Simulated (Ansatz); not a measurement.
AgI (zinc blende, space group No. 216), plane-wave PAW PBEsol (Ansatz code). The conduction-band minimum lies at Γ, with 1 equivalent valley. Second derivatives d²E/dk² of the lowest band at one valley (eV·Å²), along Cartesian directions:

| direction | d²E/dk² |
|---|---|
| [100] | 50.00 |
| [010] | 50.00 |
| [001] | 50.00 |
| [110] | 49.96 |
| [101] | 49.96 |
| [011] | 49.96 |

**Question.** Find the principal effective masses, the density-of-states mass and the conductivity mass.

**Answer.** Off-diagonal terms follow from H_xy = H[110] − (H_xx + H_yy)/2, and m*/mₑ = 7.620 eV·Å² over each eigenvalue: 0.15, 0.15, 0.15. One valley's DOS mass (m₁m₂m₃)^(1/3) = 0.15, conductivity mass 3/(Σ 1/mᵢ) = 0.15 mₑ.

**Question.** What effective density of states Nc follows at 300 K for parabolic valleys?

**Answer.** Nc = 2.509e19 × 1 × (0.15)^(3/2) ≈ 1.5e18 cm⁻³.

Space group F-43m (zinc blende). The PBEsol relaxation kept the symmetry of its start. No spin polarisation was allowed. Spin–orbit coupling is left out wherever it is not named.

Potentials: the later of the program's two PAW sets.

Edges and masses are those of Kohn–Sham bands, whose gap is no quasiparticle gap.
